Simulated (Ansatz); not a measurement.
TiAu, first-principles data

TiAu:
```xyz
4
Lattice="3.3055 0.0000 0.0000 0.0000 3.3055 0.0000 0.0000 0.0000 6.0139" Properties=species:S:1:pos:R:3 pbc="T T T"
Ti     0.0000     1.6527     5.1989
Ti     1.6527     0.0000     0.8150
Au     0.0000     1.6527     2.1711
Au     1.6527     0.0000     3.8428
```

Space group P4/nmm (No. 129); conventional cell a = b = 3.3055 Å, c = 6.0139 Å, α = β = γ = 90.00°.

Method: DFT-PBEsol in the program Ansatz with PAW potentials. Structure relaxed to zero pressure with the same functional. Other levels are named where they apply.

### Cell and energy

* **Volume per atom**: 16.43 Å³
* **Density**: 12.37 g/cm³
* **Formation energy from the elements (no fitted shifts)**: -0.47 eV/atom

### Electronic structure

- Electronic character = metallic (no gap)
- Density of states at the Fermi level = 0.52 states/eV per atom (mean over ±0.08 eV)
- Gap with spin–orbit coupling = none (metallic)

### Mechanics

* **Bulk modulus (Birch–Murnaghan fit)**: 1610 kbar
* **Pressure derivative B′**: 4.8
* **Elastic constants (relaxed ions, GPa)**: C11 = 207, C12 = 141, C13 = 133, C33 = 228, C44 = 100, C66 = 117
* **Mechanical stability**: stable (all eigenvalues of C positive)
* **Hill bulk and shear moduli**: 162 and 70.5 GPa
* **Young's modulus**: 185 GPa
* **Poisson's ratio**: 0.31
* **Debye temperature from the elastic constants**: 313 K

### Phonons

Highest zone-centre frequency: 8.69 THz
Zone-centre stability: no imaginary mode at Γ

The workflow started from a Materials Project entry (that database holds measured and hypothetical structures alike); the Crystallography Open Database copy checked does not list it. COD files the formula under space group No. 221. Whether it is the stable phase at ambient conditions was not checked. Symmetry was held in the PBEsol relaxation. No spin polarisation was allowed. As this level gives no gap, shear constants depend on the k-mesh and smearing (Fermi–Dirac, 0.1 eV here). As this level gives no gap, phonon frequencies hold no LO–TO term and depend on the k-mesh and smearing (Fermi–Dirac, 0.1 eV here). Axis ratios of metals converge slowly with the k-mesh, so a and c are less sure than the volume. The references are the lowest solids computed at this level, not always the standard phases. Spin–orbit coupling is left out wherever it is not named.

Potentials: the later of the program's two PAW sets.
